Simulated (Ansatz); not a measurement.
## Vibrational response of Ru2C5

All numbers below come from Ansatz 0.2.0, DFT PBE, scalar-relativistic, plane waves, PAW. Plane waves to 420 eV; Γ-centred k mesh 12×12×1; Gaussian smearing of 0.10 eV. No spin polarisation. Phonons by linear response, acoustic sum rule imposed.

Relaxed structure:
```yaml
crystal:
  lattice:
    - [2.53406, 0.00000, 0.00000]
    - [-1.26703, 2.19456, 0.00000]
    - [0.00000, 0.00000, 32.92054]
  atoms:
    - { symbol: Ru, position: [0.66667, 0.33333, 0.96643] }
    - { symbol: Ru, position: [0.33333, 0.66667, 0.90009] }
    - { symbol: Ru, position: [0.33333, 0.66667, 0.03357] }
    - { symbol: Ru, position: [0.66667, 0.33333, 0.09991] }
    - { symbol: C, position: [0.33333, 0.66667, 0.50000] }
    - { symbol: C, position: [0.66667, 0.33333, 0.50000] }
    - { symbol: C, position: [0.00000, 0.00000, 0.63020] }
    - { symbol: C, position: [0.66667, 0.33333, 0.63020] }
    - { symbol: C, position: [0.00000, 0.00000, 0.36980] }
    - { symbol: C, position: [0.33333, 0.66667, 0.36980] }
    - { symbol: C, position: [0.66667, 0.33333, 0.76074] }
    - { symbol: C, position: [0.33333, 0.66667, 0.76075] }
    - { symbol: C, position: [0.33333, 0.66667, 0.23926] }
    - { symbol: C, position: [0.66667, 0.33333, 0.23925] }
```

The cell was found from a proposed guess, not taken from experiment. In a metal, frequencies depend on the k mesh and the smearing, soft modes most. No dispersion correction is applied, so modes and constants that involve weak contacts between layers, chains or molecules come out too soft.

Question: Is this structure stable against zone-centre distortions?

Answer: Yes, at Γ: no optical mode is imaginary. Strains and other wave vectors aren't tested by this run.

Question: List the optical modes at Γ (i marks imaginary ones).

Answer:
```csv
frequency (THz),degeneracy
≈0,2
≈0,2
≈0,2
≈0,2
0.16,2
0.22,1
0.38,1
0.54,1
0.63,1
0.69,1
2.31,2
3.89,1
4.06,2
5.82,2
6.33,1
7.50,1
26.05,1
26.05,1
26.06,1
26.06,2
38.07,2
38.09,4
38.10,4
```
